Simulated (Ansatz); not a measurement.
MgPt3 (Cu3Au type, Pm-3m) under volume change, LDA (plane waves, PAW; program Ansatz), scaled uniformly.

```
V (Å³/atom)  E − E(relaxed) (meV/atom)  P (GPa)
-----------  -------------------------  -------
13.286                           102.4    27.49
13.724                            42.6    16.60
14.162                            10.0     7.54
14.600                             0.0     0.00
15.038                             8.8    -6.26
15.476                            33.3   -11.45
15.914                            70.6   -15.72
```

Problem. What does a third-order Birch–Murnaghan fit give for V₀, B₀ and B′?

Solution. V₀ = 14.60 Å³/atom, B₀ = 228 GPa, B′ = 5.2.

The workflow started from an entry of the Crystallography Open Database (COD); the relaxed space group is not among those it files for this formula. COD files the formula under space group No. 123, so this cell is another polymorph or a model. Whether it is the stable phase at ambient conditions was not checked. The LDA relaxation kept the symmetry of its start; of distortions, only those at the zone centre were tested. No spin polarisation was allowed. Scalar-relativistic: spin–orbit coupling is off unless named, which matters more the heavier the elements.

Potentials: the later of the program's two PAW sets.
